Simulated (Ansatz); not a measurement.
**Electric field gradients in Sb₂Mo**

```yaml
crystal:
  lattice:
    - [3.71618, 0.00000, 0.00000]
    - [-1.85809, 3.21830, 0.00000]
    - [0.00000, 0.00000, 6.14437]
  atoms:
    - { symbol: Mo, position: [0.00000, 0.00000, 0.00000] }
    - { symbol: Sb, position: [0.33333, 0.66667, 0.26899] }
    - { symbol: Sb, position: [0.33333, 0.66667, 0.73101] }
```

Atoms are numbered in the order listed.

The structure comes from a relaxation in the same program, started in the MoS2 1H type, and has space group P-6m2. Whether it is a known phase or the ground state wasn't checked.

All numbers are computed: DFT, r2SCAN, all-electron PAW with datasets made for the crystal, scalar-relativistic (Ansatz 0.2.0); DFT, r2SCAN, PAW with Ansatz's default frozen-core files, scalar-relativistic (Ansatz 0.2.0).

For the crystal-made all-electron datasets (AE datasets): a Γ-centred 13×13×6 k mesh, Fermi–Dirac smearing of 0.05 eV, cutoff 260 eV (chosen by the program for this cell), no spin polarisation. PAW takes a cutoff of 500 eV at this cell (files made with PBE, cores remade for this functional). The Ansatz runs share mesh, smearing and spin set-up.

No spin–orbit coupling: at heavy atoms the gradients can be off by tens of per cent for that reason.

Vzz is the principal value of largest size of the traceless field-gradient tensor, in 10²¹ V/m², and η = (Vxx − Vyy)/Vzz with |Vzz| ≥ |Vyy| ≥ |Vxx|.

```csv
site,site symmetry,"Vzz (η), AE datasets","Vzz (η), PAW"
Mo1,-6m2,-7.17 (η = 0.00),-7.22 (η = 0.00)
Sb2,3m.,16.04 (η = 0.00),15.81 (η = 0.00)
```

The Cartesian tensor at Sb2 from AE datasets, in 10²¹ V/m²:

```
-8.02  0.00  0.00
 0.00 -8.02  0.00
 0.00  0.00 16.04
```

**Question.** Taking Q(Sb-121) = -0.543 b, what quadrupole coupling constant follows at Sb2 from AE datasets?

**Answer.** Cq = eQVzz/h = 24.180 MHz × -0.543 × (16.04) = -211 MHz.
